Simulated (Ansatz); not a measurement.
InP:
```yaml
crystal:
  lattice:
    - [4.17315, 0.00000, 0.00000]
    - [-2.08658, 3.61406, 0.00000]
    - [0.00000, 0.00000, 13.66586]
  atoms:
    - { symbol: In, position: [0.66667, 0.33333, 0.00001] }
    - { symbol: P, position: [0.66667, 0.33333, 0.18770] }
    - { symbol: In, position: [0.00000, 0.00000, 0.25011] }
    - { symbol: P, position: [0.00000, 0.00000, 0.43718] }
    - { symbol: In, position: [0.33333, 0.66667, 0.50001] }
    - { symbol: P, position: [0.33333, 0.66667, 0.68770] }
    - { symbol: In, position: [0.00000, 0.00000, 0.75011] }
    - { symbol: P, position: [0.00000, 0.00000, 0.93718] }
```

Plane-wave PAW r²SCAN (Ansatz code) gives a gap of 1.06 eV without spin–orbit coupling, maximum at Γ, minimum at Γ.

Task: What happens when spin–orbit coupling is switched on?

Result: The gap decreases by 0.03 eV, to 1.03 eV; maximum at Γ, minimum at Γ.

Task: Give the electron effective mass with spin–orbit coupling.

Result: 0.073, 0.079, 0.079 mₑ (principal values).

Task: Give the hole effective mass with spin–orbit coupling.

Result: 0.15, 0.15, 1.0 mₑ (principal values).

Space group P6_3mc. The start of the workflow was typed in or built on a structure type; the Crystallography Open Database copy checked does not list it. It is not the phase usual at ambient conditions (space group No. 216). The cell was relaxed with r²SCAN under the symmetry of its start; its stability against distortions is not shown here.

Potentials: the earlier of the program's two PAW sets.
